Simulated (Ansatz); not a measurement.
# LaGa2

```
CELL_PARAMETERS angstrom
4.22575 0.00000 0.00000
-2.11288 3.65961 0.00000
0.00000 0.00000 4.34600
ATOMIC_POSITIONS crystal
La 0.00000 0.00000 0.00000
Ga 0.33333 0.66667 0.50000
Ga 0.66667 0.33333 0.50000
```

Atom numbers follow the list: La1, Ga2, Ga3.

The structure comes from a relaxation in the same program, started in the AlB2 type, and has space group P6/mmm. Whether it is a known phase or the ground state wasn't checked.

No spin–orbit coupling, which matters for the heavy atoms here.

All numbers are computed: DFT, LDA, all-electron LAPW, scalar-relativistic (Ansatz 0.2.0); DFT, LDA, PAW with Ansatz's default frozen-core files, scalar-relativistic (Ansatz 0.2.0).

For LAPW: a Γ-centred 10×10×8 k mesh, Fermi–Dirac smearing of 0.08 eV, basis error target 0.5 meV/atom, no spin polarisation. PAW takes a cutoff of 420 eV at this cell (files made with PBE, cores remade for this functional). The Ansatz runs share mesh, smearing and spin set-up. Values come from LAPW unless marked.

- Pressure at this cell: 0.2 kbar
- Volume per atom: 151.2 bohr³

Problem. Predict this quantity. Density of states at the Fermi level (0.2 eV bin).

Solution. 1.65 states/eV per cell.

Problem. Bader charges (from the PAW run): what does the calculation give?

Solution. La1 +1.26, Ga2 -0.63 e.

Problem. Give the computed value. Band gap.

Solution. none: with an odd electron count and no spin polarisation the bands can't all be full, a metal in this set-up (spin order or a larger cell could open a gap).

Problem. Predict this quantity. Löwdin charges (with 0.03 e of the cell spilling out of the atomic basis, so their sizes and signs hang on that basis).

Solution. La1 0.56, Ga2 -0.27 e.
